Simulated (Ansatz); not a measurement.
A relaxation computed with Ansatz, from input to last step.

```yaml
crystal:
  lattice:
    - [-2.2952859197, 2.2952859197, 5.5680976712]
    - [2.2952859197, -2.2952859197, 5.5680976712]
    - [2.2952859197, 2.2952859197, -5.5680976712]
  atoms:
    - { symbol: Rb, position: [0.3711, 0.3711, 0.0] }
    - { symbol: Rb, position: [0.6289, 0.6289, 0.0] }
    - { symbol: Si, position: [0.25, 0.75, 0.5] }
    - { symbol: Si, position: [0.75, 0.25, 0.5] }
    - { symbol: B, position: [0.0, 0.0, 0.0] }
basis:
  ecutwfc: 420
kpoints:
  mp_grid: { grid: [6, 6, 6] }
hamiltonian:
  xc: pbe
scf:
  occupations: { method: gaussian, width: 0.1 }
  lower_state_search: "off"
output:
  forces: true
  stress: true
  eigenvalues: true
relax:
  adjacent_minimum: "off"
  f_tol: 0.04
  max_steps: 70
  cell: { stress_tol: 0.4 }
```

```bash
ansatz run input.yaml --threads 1 --pin off --max-ram 2560MiB --backend cpu --events-out ev --progress --plain --runs-dir out
```

Theory: Ansatz 0.2.0, DFT PBE, scalar-relativistic, plane waves, PAW.

Of 25 frames 10 are shown, positions in Å and forces in eV/Å; the SCF threshold varies from step to step. Steps run on the plane waves of an earlier cell, with a Pulay correction in the pressure. The basis is chosen afresh for the last frame, the zero of the energies, and at times for earlier ones too; energy and pressure can step there, also at an unchanged geometry. Here that happened at step 19 (-108 meV/atom, 2.1 GPa); frames between the last choice of the basis and such a step carry an error that grows, as the cell changes, to that size.

```xyz
5
Lattice="-2.2953 2.2953 5.5681 2.2953 -2.2953 5.5681 2.2953 2.2953 -5.5681" Properties=species:S:1:pos:R:3:forces:R:3 pbc="T T T" step=1 free_energy_over_end_meV_per_atom=1538.32 pressure_GPa=15.69
Rb    0.0000    0.0000    4.1326    0.0000    0.0000    3.9020
Rb    0.0000    0.0000    7.0036    0.0000    0.0000   -3.9020
Si    2.2953    0.0000    2.7840    0.0000    0.0000    0.0000
Si    0.0000    2.2953    2.7840    0.0000    0.0000    0.0000
B     0.0000    0.0000    0.0000    0.0000    0.0000    0.0000
5
Lattice="-2.3906 2.3906 6.2683 2.3906 -2.3906 6.2683 2.3906 2.3906 -6.2683" Properties=species:S:1:pos:R:3:forces:R:3 pbc="T T T" step=4 free_energy_over_end_meV_per_atom=1017.60 pressure_GPa=4.45
Rb    0.0000    0.0000    4.9020    0.0000    0.0000   -0.0788
Rb    0.0000    0.0000    7.6345    0.0000    0.0000    0.0788
Si    2.3906    0.0000    3.1341    0.0000    0.0000    0.0000
Si    0.0000    2.3906    3.1341    0.0000    0.0000    0.0000
B     0.0000    0.0000    0.0000    0.0000    0.0000    0.0000
5
Lattice="-2.3624 2.3624 6.8180 2.3624 -2.3624 6.8180 2.3624 2.3624 -6.8180" Properties=species:S:1:pos:R:3:forces:R:3 pbc="T T T" step=6 free_energy_over_end_meV_per_atom=877.71 pressure_GPa=1.95
Rb    0.0000    0.0000    5.3916    0.0000    0.0000   -0.0289
Rb    0.0000    0.0000    8.2444    0.0000    0.0000    0.0289
Si    2.3624    0.0000    3.4090    0.0000    0.0000    0.0000
Si    0.0000    2.3624    3.4090    0.0000    0.0000    0.0000
B     0.0000    0.0000    0.0000    0.0000    0.0000    0.0000
5
Lattice="-2.2148 2.2148 7.6461 2.2148 -2.2148 7.6461 2.2148 2.2148 -7.6461" Properties=species:S:1:pos:R:3:forces:R:3 pbc="T T T" step=9 free_energy_over_end_meV_per_atom=660.50 pressure_GPa=0.48
Rb    0.0000    0.0000    6.1656    0.0000    0.0000   -0.0422
Rb    0.0000    0.0000    9.1267    0.0000    0.0000    0.0422
Si    2.2148    0.0000    3.8231    0.0000    0.0000    0.0000
Si    0.0000    2.2148    3.8231    0.0000    0.0000    0.0000
B     0.0000    0.0000    0.0000    0.0000    0.0000    0.0000
5
Lattice="-2.0014 2.0014 8.4609 2.0014 -2.0014 8.4609 2.0014 2.0014 -8.4609" Properties=species:S:1:pos:R:3:forces:R:3 pbc="T T T" step=12 free_energy_over_end_meV_per_atom=358.75 pressure_GPa=0.28
Rb    0.0000    0.0000    6.9343    0.0000    0.0000   -0.2908
Rb    0.0000    0.0000    9.9875    0.0000    0.0000    0.2908
Si    2.0014    0.0000    4.2304    0.0000    0.0000    0.0000
Si    0.0000    2.0014    4.2304    0.0000    0.0000    0.0000
B     0.0000    0.0000    0.0000    0.0000    0.0000    0.0000
5
Lattice="-1.8391 1.8391 9.0046 1.8391 -1.8391 9.0046 1.8391 1.8391 -9.0046" Properties=species:S:1:pos:R:3:forces:R:3 pbc="T T T" step=14 free_energy_over_end_meV_per_atom=220.78 pressure_GPa=1.93
Rb    0.0000    0.0000    7.4476    0.0000    0.0000   -0.7740
Rb    0.0000    0.0000   10.5615    0.0000    0.0000    0.7740
Si    1.8391    0.0000    4.5023    0.0000    0.0000    0.0000
Si    0.0000    1.8391    4.5023    0.0000    0.0000    0.0000
B     0.0000    0.0000    0.0000    0.0000    0.0000    0.0000
5
Lattice="-1.7922 1.7922 9.6990 1.7922 -1.7922 9.6990 1.7922 1.7922 -9.6990" Properties=species:S:1:pos:R:3:forces:R:3 pbc="T T T" step=17 free_energy_over_end_meV_per_atom=162.79 pressure_GPa=0.12
Rb    0.0000    0.0000    7.8841    0.0000    0.0000   -0.0466
Rb    0.0000    0.0000   11.5138    0.0000    0.0000    0.0466
Si    1.7922    0.0000    4.8495    0.0000    0.0000    0.0000
Si    0.0000    1.7922    4.8495    0.0000    0.0000    0.0000
B     0.0000    0.0000    0.0000    0.0000    0.0000    0.0000
5
Lattice="-1.7931 1.7931 9.9474 1.7931 -1.7931 9.9474 1.7931 1.7931 -9.9474" Properties=species:S:1:pos:R:3:forces:R:3 pbc="T T T" step=20 free_energy_over_end_meV_per_atom=29.62 pressure_GPa=1.45
Rb    0.0000    0.0000    8.0603    0.0000    0.0000   -0.0208
Rb    0.0000    0.0000   11.8346    0.0000    0.0000    0.0208
Si    1.7931    0.0000    4.9737    0.0000    0.0000    0.0000
Si    0.0000    1.7931    4.9737    0.0000    0.0000    0.0000
B     0.0000    0.0000    0.0000    0.0000    0.0000    0.0000
5
Lattice="-1.7798 1.7798 10.4973 1.7798 -1.7798 10.4973 1.7798 1.7798 -10.4973" Properties=species:S:1:pos:R:3:forces:R:3 pbc="T T T" step=22 free_energy_over_end_meV_per_atom=3.86 pressure_GPa=0.40
Rb    0.0000    0.0000    8.4768    0.0000    0.0000    0.0126
Rb    0.0000    0.0000   12.5178    0.0000    0.0000   -0.0126
Si    1.7798    0.0000    5.2486    0.0000    0.0000    0.0000
Si    0.0000    1.7798    5.2486    0.0000    0.0000    0.0000
B     0.0000    0.0000    0.0000    0.0000    0.0000    0.0000
5
Lattice="-1.7678 1.7678 10.7931 1.7678 -1.7678 10.7931 1.7678 1.7678 -10.7931" Properties=species:S:1:pos:R:3:forces:R:3 pbc="T T T" step=25 free_energy_over_end_meV_per_atom=0.00 pressure_GPa=-0.09
Rb    0.0000    0.0000    8.7102    0.0000    0.0000    0.0064
Rb    0.0000    0.0000   12.8760    0.0000    0.0000   -0.0064
Si    1.7678    0.0000    5.3966    0.0000    0.0000    0.0000
Si    0.0000    1.7678    5.3966    0.0000    0.0000    0.0000
B     0.0000    0.0000    0.0000    0.0000    0.0000    0.0000
```

The start puts this composition into another compound's structure type, which needn't suit it. At the end the space group is I4/mmm (tolerance 0.05 Å).

The run took 2.7 min on 1 thread of Arm Neoverse V1, on a shared host, peak memory 0.71 GiB.

The k mesh is coarse.